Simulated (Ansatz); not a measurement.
Data sheet: Rb₂NaTlBr₆ (DFT)

Rb₂NaTlBr₆:
```xyz
10
Lattice="0.0000 5.5982 5.5982 5.5982 0.0000 5.5982 5.5982 5.5982 0.0000" Properties=species:S:1:pos:R:3 pbc="T T T"
Rb     8.3973     8.3973     8.3973
Rb     2.7991     2.7991     2.7991
Na     5.5982     5.5982     5.5982
Tl     0.0000     0.0000     0.0000
Br     2.7427     5.5982     5.5982
Br     8.4537     5.5982     5.5982
Br     5.5982     2.7427     5.5982
Br     5.5982     8.4537     5.5982
Br     5.5982     5.5982     2.7427
Br     5.5982     5.5982     8.4537
```

Space group Fm-3m (No. 225); conventional cell a = 11.1964 Å, b = 11.1964 Å, c = 11.1964 Å, α = 90.00°, β = 90.00°, γ = 90.00°.

Method: DFT-r²SCAN in the program Ansatz with PAW potentials. Geometry: relaxed at this level of theory. Other levels are named where they apply.

### Cell and energy

| Property | Result |
|---|---|
| Volume per atom | 35.09 Å³ |
| Density | 4.15 g/cm³ |
| Formation energy from the elements (no fitted shifts) | -1.40 eV/atom |

### Electronic structure

| Item | Result |
|---|---|
| Band gap | 1.29 eV (direct) |
| Valence-band maximum | at Γ |
| Conduction-band minimum | at Γ |
| Electron effective mass | 0.30 mₑ (isotropic) |
| Electron effective mass with spin–orbit coupling | 0.31 mₑ (isotropic) |
| Hole effective mass, band 1 of 3 at the edge | 2.8 along [110], 2.1 along [111] (mₑ) |
| Hole effective mass, band 2 of 3 at the edge | 0.89 along [100], 1.3 along [110], 1.1 along [111] (mₑ) |
| Hole effective mass, band 3 of 3 at the edge | 0.89 along [100], 0.89 along [110], 1.1 along [111] (mₑ) |
| Hole effective mass with spin–orbit coupling, band 1 of 2 at the edge | 2.1 along [100], 1.6 along [110], 1.4 along [111] (mₑ) |
| Hole effective mass with spin–orbit coupling, band 2 of 2 at the edge | 0.91 along [100], 1.0 along [110], 1.2 along [111] (mₑ) |
| HSE06 gap on the r²SCAN cell | 1.91 eV |
| Gap with spin–orbit coupling | 1.20 eV |

### Mechanics

| Item | Result |
|---|---|
| Bulk modulus (Birch–Murnaghan fit) | 18.0 GPa |
| Pressure derivative B′ | 5.6 |

### Charges

| Quantity | Value |
|---|---|
| Bader charges | Rb +0.90, Na +0.87, Tl +1.20, Br -0.64 e |

The workflow started from a Materials Project entry (that database holds measured and hypothetical structures alike); the Crystallography Open Database copy checked does not list it. Its standing as an ambient phase is unchecked. The r²SCAN relaxation kept the symmetry of its start; its stability against distortions is not shown here. The references are the lowest solids computed at this level, not always the standard phases. Spin–orbit coupling is left out wherever it is not named.

Potentials: the later of the program's two PAW sets.
